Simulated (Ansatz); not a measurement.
Does the structure type survive?

The calculation used DFT PBE, scalar-relativistic, plane waves, PAW in Ansatz 0.2.0. All cells share a 420 eV cutoff and Γ-centred k meshes spaced at most 0.3 Å⁻¹ (0.19 for metals, 2π included).

Each formula is placed on the named type at a guessed volume, then cell and atoms relax at zero pressure without lowering the symmetry. Keeping the type says nothing about stability against other structures or lower symmetry. Neighbours of unlike kind are counted within 25 % of the shortest distance of their pair. The atoms listed around a site end at a clear gap in distance instead, so their number can differ.

(1) Does Ge2Pd keep the cadmium chloride type (R-3m, No. 166), with Pd for Cd, Ge for Cl?

(2) Does Y3B2 keep the tetradymite type (R-3m, No. 166), with B for Bi, Y for Te?

(3) Y2P on the cadmium chloride type (R-3m, No. 166), with P for Cd, Y for Cl: does the type hold?

(4) Does NaY3 keep the Ni3Sn (D0_19) type (P6_3/mmc, No. 194), with Na for Sn, Y for Ni?

## Answers

(1) No, it turns into the fluorite structure, Fm-3m (No. 225), a = 6.077 Å. Around Ge lie 4 Pd at 2.63 Å and 6 Ge at 3.04 Å; around Pd lie 8 Ge at 2.63 Å.

(2) Yes: a = 3.672 Å, c = 29.594 Å. Around Y on Wyckoff site a (1 atom of the primitive cell) lie 6 B at 2.73 Å; around Y on Wyckoff site c (2 atoms of the primitive cell) lie 3 B at 2.54 Å; B is coordinated by 3 Y at 2.54 Å and 3 Y at 2.73 Å.

(3) Yes: a = 3.915 Å, c = 18.680 Å. Y is coordinated by 3 P at 2.76 Å; P has 6 Y at 2.76 Å.

(4) Yes: a = 7.275 Å, c = 5.775 Å. Around Na lie 12 Y at 3.60–3.64 Å; around Y lie 8 Y at 3.54–3.72 Å and 4 Na at 3.60–3.64 Å.

Cost: 4 runs of about 7.1 core-minutes in all, on Arm Neoverse V2, Intel Xeon 6975P-C (Granite Rapids), Arm Neoverse V1 and other processors (shared hosts).